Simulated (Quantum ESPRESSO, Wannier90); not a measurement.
**Tight-binding from DFT: Au (fcc (Cu type))**

```xyz
1
Lattice="0.0000 2.0856 2.0856 2.0856 0.0000 2.0856 2.0856 2.0856 0.0000" Properties=species:S:1:pos:R:3 pbc="T T T"
Au     0.0000     0.0000     0.0000
```

Structure: Materials Project mp-81, symmetrised, not relaxed again. This is the element's usual structure. Level: PBEsol, spinors with spin-orbit coupling; pw.x of Quantum ESPRESSO at 61 Ry with PseudoDojo potentials, 10×10×10 k-points, Wannier90. Density: 18×18×18 mesh, cold smearing 0.01 Ry.

A tight-binding model is made by disentanglement and projection with no localisation steps (num_iter = 0), so the 18 orbitals stay atom-like: hydrogen-like Au: s;p;d, axes along x, y, z; frozen window up to 1.50 eV relative to the Fermi level. It follows pw.x to 2.3 meV rms for states up to 1.0 eV relative to the Fermi level. Matrix elements depend on this choice of orbitals and windows.

The 30 largest hoppings ⟨m,0|H|n,R⟩ between different sites (one of each Hermitian pair; signs follow the real orbitals' lobes; the list may end inside a set of equal values):

```json
[
 {"m": "Au1 px↑", "n": "Au1 py↑", "R": "0 0 1", "distance of the centres (Å)": "2.95", "t (eV)": "1.724", "Im t (eV)": "0.011"},
 {"m": "Au1 px↓", "n": "Au1 py↓", "R": "0 0 1", "distance of the centres (Å)": "2.95", "t (eV)": "1.724", "Im t (eV)": "-0.011"},
 {"m": "Au1 py↑", "n": "Au1 px↑", "R": "0 0 1", "distance of the centres (Å)": "2.95", "t (eV)": "1.724", "Im t (eV)": "-0.011"},
 {"m": "Au1 py↓", "n": "Au1 px↓", "R": "0 0 1", "distance of the centres (Å)": "2.95", "t (eV)": "1.724", "Im t (eV)": "0.011"},
 {"m": "Au1 px↑", "n": "Au1 py↑", "R": "1 -1 0", "distance of the centres (Å)": "2.95", "t (eV)": "-1.724", "Im t (eV)": "0.011"},
 {"m": "Au1 px↓", "n": "Au1 py↓", "R": "1 -1 0", "distance of the centres (Å)": "2.95", "t (eV)": "-1.724", "Im t (eV)": "-0.011"},
 {"m": "Au1 py↑", "n": "Au1 px↑", "R": "1 -1 0", "distance of the centres (Å)": "2.95", "t (eV)": "-1.724", "Im t (eV)": "-0.011"},
 {"m": "Au1 py↓", "n": "Au1 px↓", "R": "1 -1 0", "distance of the centres (Å)": "2.95", "t (eV)": "-1.724", "Im t (eV)": "0.011"},
 {"m": "Au1 pz↑", "n": "Au1 py↑", "R": "0 1 -1", "distance of the centres (Å)": "2.95", "t (eV)": "-1.724", "Im t (eV)": "0.000"},
 {"m": "Au1 pz↓", "n": "Au1 py↓", "R": "0 1 -1", "distance of the centres (Å)": "2.95", "t (eV)": "-1.724", "Im t (eV)": "0.000"},
 {"m": "Au1 py↑", "n": "Au1 pz↑", "R": "0 1 -1", "distance of the centres (Å)": "2.95", "t (eV)": "-1.724", "Im t (eV)": "0.000"},
 {"m": "Au1 py↓", "n": "Au1 pz↓", "R": "0 1 -1", "distance of the centres (Å)": "2.95", "t (eV)": "-1.724", "Im t (eV)": "0.000"},
 {"m": "Au1 pz↑", "n": "Au1 px↑", "R": "0 1 0", "distance of the centres (Å)": "2.95", "t (eV)": "1.724", "Im t (eV)": "0.000"},
 {"m": "Au1 pz↓", "n": "Au1 px↓", "R": "0 1 0", "distance of the centres (Å)": "2.95", "t (eV)": "1.724", "Im t (eV)": "0.000"},
 {"m": "Au1 px↑", "n": "Au1 pz↑", "R": "0 1 0", "distance of the centres (Å)": "2.95", "t (eV)": "1.724", "Im t (eV)": "0.000"},
 {"m": "Au1 px↓", "n": "Au1 pz↓", "R": "0 1 0", "distance of the centres (Å)": "2.95", "t (eV)": "1.724", "Im t (eV)": "0.000"},
 {"m": "Au1 pz↑", "n": "Au1 px↑", "R": "1 0 -1", "distance of the centres (Å)": "2.95", "t (eV)": "-1.724", "Im t (eV)": "0.000"},
 {"m": "Au1 pz↓", "n": "Au1 px↓", "R": "1 0 -1", "distance of the centres (Å)": "2.95", "t (eV)": "-1.724", "Im t (eV)": "0.000"},
 {"m": "Au1 px↑", "n": "Au1 pz↑", "R": "1 0 -1", "distance of the centres (Å)": "2.95", "t (eV)": "-1.724", "Im t (eV)": "0.000"},
 {"m": "Au1 px↓", "n": "Au1 pz↓", "R": "1 0 -1", "distance of the centres (Å)": "2.95", "t (eV)": "-1.724", "Im t (eV)": "0.000"},
 {"m": "Au1 pz↑", "n": "Au1 py↑", "R": "1 0 0", "distance of the centres (Å)": "2.95", "t (eV)": "1.724", "Im t (eV)": "0.000"},
 {"m": "Au1 pz↓", "n": "Au1 py↓", "R": "1 0 0", "distance of the centres (Å)": "2.95", "t (eV)": "1.724", "Im t (eV)": "0.000"},
 {"m": "Au1 py↑", "n": "Au1 pz↑", "R": "1 0 0", "distance of the centres (Å)": "2.95", "t (eV)": "1.724", "Im t (eV)": "0.000"},
 {"m": "Au1 py↓", "n": "Au1 pz↓", "R": "1 0 0", "distance of the centres (Å)": "2.95", "t (eV)": "1.724", "Im t (eV)": "0.000"},
 {"m": "Au1 px↑", "n": "Au1 px↑", "R": "0 0 1", "distance of the centres (Å)": "2.95", "t (eV)": "1.210", "Im t (eV)": "0.000"},
 {"m": "Au1 px↓", "n": "Au1 px↓", "R": "0 0 1", "distance of the centres (Å)": "2.95", "t (eV)": "1.210", "Im t (eV)": "0.000"},
 {"m": "Au1 py↑", "n": "Au1 py↑", "R": "0 0 1", "distance of the centres (Å)": "2.95", "t (eV)": "1.210", "Im t (eV)": "0.000"},
 {"m": "Au1 py↓", "n": "Au1 py↓", "R": "0 0 1", "distance of the centres (Å)": "2.95", "t (eV)": "1.210", "Im t (eV)": "0.000"},
 {"m": "Au1 pz↑", "n": "Au1 pz↑", "R": "0 1 -1", "distance of the centres (Å)": "2.95", "t (eV)": "1.210", "Im t (eV)": "0.000"},
 {"m": "Au1 pz↓", "n": "Au1 pz↓", "R": "0 1 -1", "distance of the centres (Å)": "2.95", "t (eV)": "1.210", "Im t (eV)": "0.000"}
]
```
